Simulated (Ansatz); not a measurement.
## Calculated quadrupolar parameters for SiO2 under strain

The cell is an entry of the Crystallography Open Database (COD), relaxed with PBE at fixed cell and then changed (z stretched by 1 %, ions relaxed).

```
Si O
1.0
     4.16670    0.00000    0.00000
     0.00000    4.16670    0.00000
     0.00000    0.00000    2.69115
Si O
2 4
Direct
  0.00000 0.00000 0.00000
  0.50000 0.50000 0.50000
  0.30526 0.30526 0.00000
  0.19474 0.80526 0.50000
  0.69474 0.69474 0.00000
  0.80526 0.19474 0.50000
```

Atoms are numbered from 1 in the order listed; like atoms form one site, named after its first atom.

Level of theory: DFT, PBE, plane waves and PAW, scalar-relativistic, 420 eV cutoff, Γ-centred 7×7×11 k-points, Fermi–Dirac smearing 0.02 eV (Ansatz 0.2.0).

C_Q = eQV_zz/h, which is 24.18 MHz for Q = 1 b and V_zz = 10²¹ V/m²; η = (V_xx − V_yy)/V_zz.

17O: I = 5/2, Q = -25.58 mb. Q values from Pyykkö, Mol. Phys. 116, 1328 (2018).

(1) Give the quadrupolar parameters of the distinct sites.

## Answers

(1) 

```json
{"site": "Si", "atoms (order as listed)": "1, 2", "first shell": "6 O at 1.77–1.80 Å", "V_zz (10²¹ V/m²)": "1.19", "η": "0.92", "C_Q (MHz)": "–"}
{"site": "O", "atoms (order as listed)": "3, 4, 5, 6", "first shell": "3 Si at 1.77–1.80 Å", "V_zz (10²¹ V/m²)": "-11.24", "η": "0.14", "C_Q (MHz)": "6.95"}
```

At O V_zz stands upright on the plane through its three neighbours (within 1°).

Si has no stable isotope with a ground-state quadrupole moment in the table, so no C_Q is given.

At this changed cell the PBE pressure is 9 GPa.
